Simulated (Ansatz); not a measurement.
Ta (hcp (Mg type), space group No. 194) at seven volumes, PBEsol (plane waves, PAW; program Ansatz), shape and atoms relaxed at each. One row is withheld.

| V (Å³/atom) | P (GPa) |
|---|---|
| 16.483 | 22.43 |
| 17.027 | 13.83 |
| 17.570 | 6.43 |
| 18.114 | -0.01 |
| 18.657 | -5.60 |
| 19.201 | -10.45 |
| 19.744 | ? |

Fit the shown pressures and predict the withheld one.

Third-order Birch–Murnaghan: P = (3/2)B₀(x^(7/2) − x^(5/2))[1 + (3/4)(B′ − 4)(x − 1)] with x = (V₀/V)^(2/3). Least squares on the six rows gives V₀ = 18.113 Å³/atom, B₀ = 199.6 GPa, B′ = 3.72. At V = 19.744, x = 0.9441 and P = -14.66 GPa. The run itself gave -14.64 GPa.

Space group P6_3/mmc (hcp (Mg type)). The start of the workflow was typed in or built on a structure type; the Crystallography Open Database copy checked does not list it. It is not the phase usual at ambient conditions (space group No. 229). Symmetry was held in the PBEsol relaxation. At this level the phase is dynamically unstable (imaginary phonons). No spin polarisation was allowed. Scalar-relativistic: spin–orbit coupling is off unless named, which matters more the heavier the elements.

Potentials: the later of the program's two PAW sets.
